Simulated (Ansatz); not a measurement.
Ta2O5 (Pmmm), an elastic constant from a strain scan

The calculation used DFT r2SCAN, scalar-relativistic, plane waves, PAW (Ansatz). Cutoff 500 eV, Γ-centred 8×8×4 k-points, Gaussian smearing of 0.05 eV. Spin–orbit coupling is left out, which can shift energies with elements as heavy as these. No spin polarisation. Energies are free energies at this smearing, counted from the undisturbed cell; pressure is positive in compression.

The undisturbed cell (relaxed at this level; it needn't be the usual structure):

```xyz
7
Lattice="3.6657 0.0000 0.0000 0.0000 3.8573 0.0000 0.0000 0.0000 6.4562" Properties=species:S:1:pos:R:3 pbc="T T T"
Ta    1.8328    0.0000    3.2281
Ta    0.0000    0.0000    0.0000
O     1.8328    1.9287    3.2281
O     0.0000    0.0000    4.3881
O     0.0000    1.9287    0.0000
O     1.8328    0.0000    0.0000
O     0.0000    0.0000    2.0681
```

The cell is strained by ε times the Voigt pattern (0, 0, 0, 0, 1, 0) (xx, yy, zz, yz, xz, xy; engineering shear) with fractional coordinates fixed. The cell holds 7 atoms in V0 = 91.29 Å³. The stress column is τ = (1/V0) dE/dε, got from the stress tensor σ (compression positive) at each point as −det(1 + εP) σ : P(1 + εP)⁻¹, with P the pattern as a tensor.

```csv
ε,ΔE (meV/atom),τ (GPa)
-0.1312,47.839,-9.419
-0.1125,34.696,-7.869
-0.0937,23.785,-6.407
-0.0750,15.090,-5.031
-0.0562,8.408,-3.713
-0.0375,3.723,-2.450
-0.0187,0.923,-1.214
0.0000,0.000,0.000
0.0187,0.923,1.214
0.0375,3.723,2.450
0.0562,8.408,3.713
0.0750,15.090,5.031
0.0937,23.785,6.407
0.1125,34.696,7.869
0.1312,47.839,9.419
0.1500,?,?
```

Which combination of elastic constants does this scan measure, and how large is it?

For small ε, τ = τ0 + Kε with K = pᵀCp, which for this pattern is C55 in the Cartesian frame shown. The parabola through τ at ε = -0.0187, 0 and 0.0187 has slope K = 65 GPa at zero. The energies per cell, E = NΔE, of the same two points give K = 2[E(ε₊)/ε₊ − E(ε₋)/ε₋]/[(ε₊ − ε₋)V0] = 65 GPa, in agreement. These are clamped-ion values.

Predict the withheld row at ε = 0.1500 from the harmonic law, and compare.

ΔE = V0(τ0 ε + Kε²/2)/N = 59.424 meV/atom and τ = 9.73 GPa. The calculation gives 63.514 meV/atom and 11.09 GPa: the energy lies 7 % above the harmonic value.

Forces appear on the atoms along this scan, and letting them relax would lower the energy and soften the response.